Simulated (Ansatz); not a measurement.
# Ta2SnO7 — ¹¹⁹Sn Mössbauer parameters

Cell: an entry of the Crystallography Open Database (COD), ions relaxed with PBE at fixed cell.

Space group C2/c (No. 15); a = 17.1400, b = 4.8650, c = 5.5480 Å, β = 91.00°.

| site | Wyckoff | site symmetry | x | y | z |
| --- | --- | --- | --- | --- | --- |
| Ta | 8f | 1 | 0.6676 | 0.7398 | 0.6816 |
| Sn | 4e | 2 | 0.5000 | 0.6979 | 0.2500 |
| O7 | 4e | 2 | 0.5000 | 0.9096 | 0.7500 |
| O9 | 8f | 1 | 0.5798 | 0.5202 | 0.5156 |
| O13 | 8f | 1 | 0.6481 | 0.0311 | 0.4415 |
| O17 | 8f | 1 | 0.2224 | 0.0718 | 0.3400 |

One atom of each set is listed; the run and its k-mesh use a cell of 20 atoms with edges of 8.91, 8.91, 5.55 Å.

Method: Kohn–Sham DFT in Ansatz, PBE, plane waves and PAW, scalar-relativistic, 420 eV cutoff, Γ-centred 5×5×5 k-points, Fermi–Dirac smearing 0.02 eV.

Isomer shifts (against SnO₂) follow from the electron density at the nucleus, δ = α(ρ − ρ₀), with α = 0.099 mm s⁻¹ a₀³ and ρ₀ = 183191.44 a₀⁻³ from a line fitted to 8 measured compounds at this level of theory (rms miss 0.12 mm/s). ΔE_Q = ½eQV_zz(1 + η²/3)^½ with Q = -0.132 b for the 23.9 keV state.

(1) Give the isomer shift and quadrupole splitting of each Sn site.

Answers

(1) 

| site | atoms | first shell | ρ − ρ₀ (a₀⁻³) | δ (mm/s) | ΔE_Q (mm/s) | η |
| --- | --- | --- | --- | --- | --- | --- |
| Sn | 2 | 5 O at 1.91–2.18 Å | 6.8 | 0.68 | 1.62 | 0.21 |

The shift of Sn is between ionic Sn(IV) and covalent tin.

At this cell the principal stresses reach 6 GPa in size with PBE, which can matter for small gradients. Without spin–orbit coupling (the program notes it for Sn) the gradients can shift somewhat, as the gap is small. The database positions were far from equilibrium, so the relaxed structure may not be the compound's real one.
